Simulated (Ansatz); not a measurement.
input.yaml (Ansatz)

```yaml
crystal:
  lattice:
    - [2.8346543999, 0.0, 0.0]
    - [-1.4173272, 2.4548827213, 0.0]
    - [0.0, 0.0, 9.4110973198]
  atoms:
    - { symbol: Pd, position: [0.0, 0.0, 1.0], spin: 0.5 }
    - { symbol: Pd, position: [0.0, 0.0, 0.5], spin: 0.5 }
    - { symbol: Pd, position: [0.3333333333, 0.6666666667, 0.25], spin: -0.5 }
    - { symbol: Pd, position: [0.6666666667, 0.3333333333, 0.75], spin: -0.5 }
hamiltonian:
  xc: blyp
  pseudopotentials:
    kind: paw
    azcp:
      Pd: "pseudopotentials/Pd.paw.azcp"
basis:
  ecutwfc: 420
  fft_grid_basis: typed
kpoints:
  mp_grid: { grid: [17, 17, 5], shift: [0, 0, 0] }
magnetization:
  spin_polarized: true
scf:
  occupations: { method: fermi_dirac, width: 0.05 }
```

Output

```
Engine: ansatz 0.2.0, aarch64-unknown-linux-gnu
Pseudopotentials: kind: paw
Pseudopotential: Pd, paw, valence charge 18, recommended cutoff 420 eV (normal) 
Functional definition: BLYP
  parameter beta = 0.0042
  parameter a = 0.04918
  parameter b = 0.132
  parameter c = 0.2533
  parameter d = 0.349
  exchange = b88_x(beta = beta)
  correlation = lyp_c(a = a, b = b, c = c, d = d)
Crystal: 4 atoms, lattice volume = 65.489 Å³
Basis set: ecut = 420 eV, 1303 PW (Γ), exchange–correlation on 40×40×128 points (8 copies of the dense FFT grid, shifted against one another)
Bands: 45, of which v1, the nominal top of the filled ones, is band 36 counted from 1 (35 counted from 0)
Symmetry: 24 space group operations
Space group: P63/mmc (ITA 194), of the structure as read, at distance tolerance 4.0e-5 Å
Magnetic group: BNS 194.263 (UNI 1493), of the structure as read, at distance tolerance 4.0e-5 Å
k-points: 99 of 1445
Non-local potential: Pd, projectors of the file, l = 0: 2, l = 1: 2, l = 2: 2, l = 3: 1
PAW form: soft (Blöchl's): semilocal exchange-correlation on the pseudo side does not see the compensation charge
PAW frozen core: Pd, regenerated for the run's functional, and the local potential with it (the file was generated under x = pbe(κ = 0.804, μ = 0.2195149727645171), c = pbe(β = 0.06672455060314922))
PAW one-centre angular grid: Pd, 590 points (default); XC on 64 Gauss nodes
Initial density: superposition of atomic densities (chi_scale 0.1, normalization cell)
Starting moments: Σ|m| = 2 μB on 4 of 4 sites
Starting magnetic order: compensated ferrimagnet; no operation exchanges its spin sublattices
Initial wavefunctions: pseudopotential atomic-orbital guess
Functional: x = b88, c = lyp
SCF iter   1: F=—  HF=-27953.929464 eV  |F-HF|=—  |Δ(HF+E_count)|=         —  Δρ=7.46e-2 (↑7.43e-2 ↓7.46e-2)  dr2=1.39e1  dr2_m=2.60e-1  M=-0.007 μB ∫|m|=0.823 μB  β_m=0.30  ethr=3.10e-3  ⟨swp⟩=6.1  Hψ=33270  notcnv=0  defer=72
spin=Collinear: Kerker preconditioning applied to the charge; magnetization (m = ρ↑ − ρ↓) channel mixes plain (no charge-response kernel on spin).
...
SCF iter  26: F=-27950.347291 eV  HF=-27950.347416 eV  |F-HF|=1.25e-4  |Δ(HF+E_count)|=   5.12e-6  Δρ=9.59e-4 (↑9.59e-4 ↓4.55e-4)  dr2=3.10e-4  dr2_m=1.77e-4  M=1.445 μB ∫|m|=1.514 μB  β_m=0.79  ethr=4.54e-11  ⟨swp⟩=3.1  Hψ=18861  notcnv=0  defer=521  recentre
SCF iter  27: F=-27950.347481 eV  HF=-27950.347533 eV  |F-HF|=5.11e-5  |Δ(HF+E_count)|=   1.16e-4  Δρ=3.31e-4 (↑3.31e-4 ↓1.72e-4)  dr2=7.16e-5  dr2_m=2.42e-5  M=1.440 μB ∫|m|=1.512 μB  β_m=0.90  ethr=4.54e-11  ⟨swp⟩=3.7  Hψ=24140  notcnv=0  defer=521
SCF iter  28: F=-27950.347474 eV  HF=-27950.347556 eV  |F-HF|=8.16e-5  |Δ(HF+E_count)|=   2.32e-5  Δρ=2.30e-4 (↑7.25e-5 ↓2.30e-4)  dr2=8.84e-5  dr2_m=5.04e-6  M=1.446 μB ∫|m|=1.519 μB  β_m=0.90  ethr=4.54e-11  ⟨swp⟩=3.4  Hψ=23967  notcnv=0  defer=521  recentre
SCF iter  29: F=-27950.347549 eV  HF=-27950.347551 eV  |F-HF|=2.10e-6  |Δ(HF+E_count)|=   4.65e-6  Δρ=5.51e-5 (↑5.51e-5 ↓2.63e-5)  dr2=2.71e-6  dr2_m=5.79e-7  M=1.449 μB ∫|m|=1.522 μB  β_m=0.95  ethr=4.54e-11  ⟨swp⟩=3.2  Hψ=21987  notcnv=0  defer=521
SCF iter  30: F=-27950.347551 eV  HF=-27950.347552 eV  |F-HF|=3.94e-7  |Δ(HF+E_count)|=   4.33e-7  Δρ=1.79e-5 (↑8.98e-6 ↓1.79e-5)  dr2=4.62e-7  dr2_m=4.61e-8  M=1.450 μB ∫|m|=1.524 μB  β_m=0.92  ethr=4.54e-11  ⟨swp⟩=2.8  Hψ=17600  notcnv=0  defer=521
SCF iter  31: F=-27950.347552 eV  HF=-27950.347552 eV  |F-HF|=2.13e-8  |Δ(HF+E_count)|=   2.82e-8  Δρ=4.38e-6 (↑2.96e-6 ↓4.38e-6)  dr2=3.09e-8  dr2_m=2.58e-9  M=1.450 μB ∫|m|=1.524 μB  β_m=0.87  ethr=4.54e-11  ⟨swp⟩=1.0  Hψ=25266  notcnv=0
SCF iter  32: F=-27950.347552 eV  HF=-27950.347552 eV  |F-HF|=1.44e-9  |Δ(HF+E_count)|=   1.58e-9  Δρ=9.50e-7 (↑6.50e-7 ↓9.50e-7)  dr2=2.78e-9  dr2_m=3.63e-11  M=1.450 μB ∫|m|=1.524 μB  ethr=4.29e-11  ⟨swp⟩=2.0  Hψ=16758  notcnv=0
SCF 1 converged in 32 iterations: F = -27950.347552 eV  dr2 = 2.78e-9
at 12 of the mixer's solves, the last at iteration 25, it left a direction of its history that read negative out of its fit and stepped the other way along it
WARN: the starting moments were not kept: 2 of 4 ended reversed and 2 kept their direction, counting a site from 0.1 of the cell's largest site moment. The largest reversed, site 3 (counted from 0, in the order of the report's site_moments_mub), started with -0.5 μB and closes at +3.7e-1 μB in its sphere. The starting moments cancel, and the net magnetisation is 1.5e0 μB in size, over 0.1 of its absolute magnetisation of 1.5e0 μB. The SCF closed on another magnetic arrangement than the starting moments describe; that does not show which of the two is lower. To try another start: change the starting moments (crystal.atoms[].spin, magnetization.per_species, magnetization.initial_magnetization, or on a non-collinear deck that types none of these the spinor_matrix: blocks that start its atoms; where the total moment is fixed, keep their sum and leave initial_magnetization as it is; typed ones take the place of any that the run laid by itself, positive ones on a crystal's lanthanoids without a Hubbard term where scf.initial_density.shell_occupations: [] is typed); see also scf.mixing.spin_hold.
SCF converged after 32 iterations
Magnetization: 1.4504 μB (36.7252 up, 35.2748 down)
Absolute magnetization: 1.5242 μB (∫|ρ↑−ρ↓|, with the PAW one-centre terms)
Spin contamination: 0.0043 ħ² per cell (⟨S²⟩ above its minimum at these occupations)
Per-site moments (μB) at R_I (Å): [(0.3675399781259256, 1.1692949399676256), (0.3675399781259254, 1.1692949399676256), (0.37348684431444196, 1.1692949399676256), (0.37348684431444207, 1.1692949399676256)]
Free energy (F): -27950.347552 eV
Harris-Foulkes:  -27950.347552 eV  (|F-HF|=1.44e-9)
Internal energy: -27950.280557 eV  (E = F + TS)
E sigma→0 (E₀):  -27950.314054 eV
Entropy (-TS):   -0.066995 eV (-16.749 meV/atom)
Fermi energy:    17.671553 eV
--- Per-component energies (eV) ---
  E_band       = -673.842393
  E_kinetic    = 2052.393463
  E_local      = -7588.184776  (includes V_loc(G=0)·N_el)
  E_nonlocal   = 864.486053
  E_hartree    = 3067.521866
  E_xc         = -661.464134
  E_vxc        = -828.201416  (∫ρ·V_xc dr)
  E_paw        = -15072.356923  (= ΣΔE_a)
  E_vpaw       = -1309.380955  (= ΣTr[D̂ρ^β])
  E_aug_tail   = 0.000676  (compensation charges beyond the density's cutoff)
  E_ewald      = -10613.024093
  E_core_change = 0.347311  (= ΣΔE_core)
  E_smearing   = -0.066995  (= −TS)
  E_closure    = 0.000000  (closes the sum)
  Σ components = -27950.347552   (vs F -27950.347552, Δ=0.00e0)
```
